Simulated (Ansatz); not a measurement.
HfSiO$_{4}$:
```
HfSiO4
1.0
   -3.29104     3.29104     2.98304
    3.29104    -3.29104     2.98304
    3.29104     3.29104    -2.98304
Hf Si O
2 2 8
Direct
  0.75000   0.25000   0.50000
  0.00000   0.00000   0.00000
  0.25000   0.75000   0.50000
  0.50000   0.50000   0.00000
  0.13333   0.31813   0.81521
  0.06813   0.75292   0.68479
  0.50292   0.31813   0.18479
  0.06813   0.38333   0.31521
  0.61667   0.93187   0.68479
  0.68187   0.86667   0.18479
  0.24708   0.93187   0.31521
  0.68187   0.49708   0.81521
```

Plane-wave PAW PBEsol (Ansatz code) gives a gap of 5.37 eV without spin–orbit coupling, maximum on the Γ–Z line, 14 % of the way from Γ, minimum off the standard path, at k = (0.250, 0.260, 0.188) in fractions of the reciprocal vectors.

Question: What happens when spin–orbit coupling is switched on?

Answer: The gap decreases by 0.01 eV, to 5.36 eV; maximum on the Γ–Z line, 14 % of the way from Γ, minimum off the standard path, at k = (0.167, 0.271, 0.281) in fractions of the reciprocal vectors.

Space group I4_1/amd. The PBEsol relaxation kept the symmetry of its start. No spin polarisation was allowed.

Potentials: the later of the program's two PAW sets.
